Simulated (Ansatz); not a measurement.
Si:
Space group R-3, hexagonal axes (No. 148); a = b = 9.3651 Å, c = 5.6040 Å, α = β = 90.00°, γ = 120.00°

| atom | site | symmetry | x | y | z |
|---|---|---|---|---|---|
| Si | 18f | 1 | 0.0353 | 0.2664 | 0.2426 |
| Si | 6c | 3. | 0.0000 | 0.0000 | 0.2843 |
(The calculation used a cell of 8 atoms; values per cell refer to that cell.)

Relaxed at zero pressure with PBEsol in the plane-wave PAW code Ansatz.

**Question.** The volume is lowered by 9 % and shape and atoms relax at that volume. What pressure results, and how do the axes share the change?

**Answer.** 9.6 GPa; a -2.8 %, b -2.8 %, c -3.6 %; the energy rises by 45 meV/atom.

**Question.** Give the new structure.

**Answer.** 
Space group R-3, hexagonal axes (No. 148); a = 9.1008 Å, b = 9.1008 Å, c = 5.4002 Å, α = 90.00°, β = 90.00°, γ = 120.00°

| atom | site | symmetry | x | y | z |
|---|---|---|---|---|---|
| Si | 18f | 1 | 0.0374 | 0.2663 | 0.2262 |
| Si | 6c | 3. | 0.0000 | 0.0000 | 0.2798 |

The phase is kept; no other phase was compared at this pressure.

The workflow started from a Materials Project entry (that database holds measured and hypothetical structures alike); the Crystallography Open Database copy checked does not list it. It is not the phase usual at ambient conditions (space group No. 227). Symmetry was held in the PBEsol relaxation; its stability against distortions is not shown here.

Potentials: the later of the program's two PAW sets.
